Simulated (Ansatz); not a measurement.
TiAl (L1₀ or tetragonal B2, P4/mmm) at seven volumes, the program Ansatz at the r²SCAN level (PAW), shape and atoms relaxed at each. One row is withheld.

```tsv
V (Å³/atom)	P (GPa)
14.610	13.69
15.092	?
15.574	3.92
16.055	0.01
16.537	-3.37
17.019	-6.29
17.500	-8.81
```

### Question
Fit the shown pressures and predict the withheld one.

### Answer
P = (3/2)B₀(x^(7/2) − x^(5/2))[1 + (3/4)(B′ − 4)(x − 1)] with x = (V₀/V)^(2/3). Least squares on the six rows gives V₀ = 16.057 Å³/atom, B₀ = 121 GPa, B′ = 3.86. At V = 15.092, x = 1.0422 and P = 8.45 GPa. The run itself gave 8.45 GPa.

The cell was relaxed with r²SCAN under the symmetry of its start; of distortions, only those at the zone centre were tested. The run is not spin-polarised.

Potentials: the earlier of the program's two PAW sets.
